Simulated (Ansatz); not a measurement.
SnHPt, a known structure type with other elements, at an estimated volume

```
CELL_PARAMETERS angstrom
3.43346 5.94692 0.00000
-3.43346 5.94692 0.00000
0.00000 0.00000 3.36194
ATOMIC_POSITIONS crystal
Sn 0.73490 0.26510 0.50000
Sn 0.26510 0.00000 0.50000
Sn 0.00000 0.73490 0.50000
Pt 0.33330 0.33340 0.50000
Pt 0.66670 0.66660 0.50000
H 0.40225 0.59775 0.00000
H 0.59775 0.00000 0.00000
H 0.00000 0.40225 0.00000
Pt 0.00000 0.00000 0.00000
```

Level: r2SCAN, no spin polarisation; 500 eV; 5×5×8 Γ-centred mesh; gaussian occupations (width 0.0264 eV); Ansatz 0.2.0, fixed geometry.

Question: Where is the largest force?

Answer: The largest is on Sn1 (and as large on other atoms): 3.64 eV/Å, components (-3.64, 0.00, 0.00). It makes 137° with the line to a nearest neighbour, Pt9 at 2.48 Å, pointing away from it.

Question: What do density and ELF say about some of the short contacts?

Answer: Sn–Pt at 2.48 Å: least valence density 0.58 e/Å³ and ELF 0.37 there. Pt–H at 2.68 Å: least valence density 0.14 e/Å³ and ELF 0.23 there. Sn–H at 2.84 Å: least valence density 0.12 e/Å³ and ELF 0.21 there. These are pseudo-fields; inside the PAW spheres they differ from the all-electron ones.

Question: Is it stable against the elements?

Answer: 0.74 eV an atom against the elements' usual phases (free molecules for gases, crystals otherwise, with no correction for O₂ or N₂), so at this geometry it isn't bound against them. Relaxing would lower it.

Question: Metal or insulator?

Answer: It is a metal, with about 4 states/eV a cell as the mean within 0.25 eV of the Fermi level, mostly H s (31 %), Pt d (26 %) and Sn p (25 %).

Origin: a known structure type with other elements, at an estimated volume, so it need not be a known compound. Caveats: atoms or cell far from equilibrium.
